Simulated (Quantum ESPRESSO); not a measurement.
# Ga4P3Se: a curve over strain

Simulated, not a measurement. The program is pw.x of Quantum ESPRESSO 7.5 (plane-wave density functional theory). The cell is made up: 8 atoms on a zincblende/diamond lattice, with randomly drawn elements, strain and displacements, not relaxed. PseudoDojo standard norm-conserving files (v0.5 for PBE, v0.4.1 for LDA and PBEsol) set the functional; there is no spin polarisation, spin-orbit coupling or dispersion term, and the masses in the input are unused placeholders. A spin-polarised start on this cell or one of its family kept no moment.

Seven runs add a strain to one cell (shear xy, as the tensor component); the atoms follow the cell and are not relaxed. Stress in the table is positive in tension.

Input of the run at +0.0009:

```
&control calculation='scf', pseudo_dir='./dojo.nc.sr.pbe.v0_5.standard.upf', outdir='./o', disk_io='medium', tprnfor=.true., tstress=.true. /
&system ibrav=0, nat=8, ntyp=3, nbnd=52, ecutwfc=85.99341389, nosym=.true., tot_charge=0,
 occupations='smearing', smearing='fd', degauss=0.0073498644
/
&electrons conv_thr=7.350e-09, electron_maxstep=60, /
ATOMIC_SPECIES
Ga 1.0 Ga.upf
P 1.0 P.upf
Se 1.0 Se.upf
CELL_PARAMETERS angstrom
5.4678 0.0049 0.0
0.0049 5.4678 0.0
0.0 0.0 5.4678
ATOMIC_POSITIONS angstrom
Ga 0.0628 -0.0237 -0.0212
Ga -0.0626 2.7558 2.6939
Ga 2.7076 0.0293 2.7748
Ga 2.6578 2.6922 -0.0336
P 1.3213 1.4433 1.3915
P 1.3566 4.0624 4.0524
Se 4.0853 1.4406 4.2067
P 4.1129 4.0409 1.4139
K_POINTS automatic
6 6 6 1 1 1
```

```
added strain  free energy less that of the input shown (eV)  stress xx (GPa)  stress yy (GPa)  stress zz (GPa)  stress xy (GPa)  pressure (GPa)  iterations
     -0.0220                                        -0.0596            -7.72            -7.00            -6.27            -0.13            7.00          10
     -0.0097                                        -0.0453            -7.68            -6.90            -6.50             1.48            7.03          10
     +0.0009                                         0.0000            -7.79            -6.97            -6.74             2.78            7.17          10
     +0.0038                                         0.0175            -7.84            -7.01            -6.81             3.13            7.22          10
     +0.0124                                         0.0829            -8.05            -7.21            -7.03             4.17            7.43          10
     +0.0174                                         0.1296            -8.22            -7.36            -7.16             4.79            7.58          10
     +0.0236                                         0.1973            -8.47            -7.60            -7.34             5.57            7.80          10
```

A cubic fit gives a slope of stress xy against the added strain of 121 GPa at zero added strain, with the atoms clamped. Across the table the free energy follows the integral of the stress to within 0.2 meV. A rerun of one of the cells at 1467 eV and a 8 x 8 x 8 mesh moved values by no more than 0.005 eV in energy, 0.08 GPa in stress and 0.011 eV/Å in force.